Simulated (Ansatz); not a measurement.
Polymorphs of ZnS, each relaxed with PBE (plane waves, PAW; program Ansatz):

A: zinc blende (F-43m)
a = b = c = 5.4437 Å, α = β = γ = 90.00°

```json
[
 {"atom": "Zn", "site": "4a", "symmetry": "-43m", "x": "0.0000", "y": "0.0000", "z": "0.0000"},
 {"atom": "S", "site": "4c", "symmetry": "-43m", "x": "0.2500", "y": "0.2500", "z": "0.2500"}
]
```

B: NiAs type (P6_3/mmc)
a = 3.624 Å, b = 3.624 Å, c = 5.915 Å, α = 90.00°, β = 90.00°, γ = 120.00°

```csv
atom,site,symmetry,x,y,z
Zn,2a,-3m.,0.0000,0.0000,0.0000
S,2c,-6m2,0.3333,0.6667,0.2500
```

Rank these by energy per atom at 0 K (lowest first), as PBE gives it.

A (+0 meV/atom), B (+341 meV/atom)

Give each one's gap.

A 2.01 eV; B 0.40 eV.

Typed or built starts, not in the databases checked: B. Not the usual ambient phase: B. All cells were relaxed under the symmetry of their starts (and spin orders); stability against distortions was not tested throughout.

Energies hold the estimated change up to a 700 eV cutoff; steps of a few meV lie near the error of the meshes.

Potentials: the earlier of the program's two PAW sets.
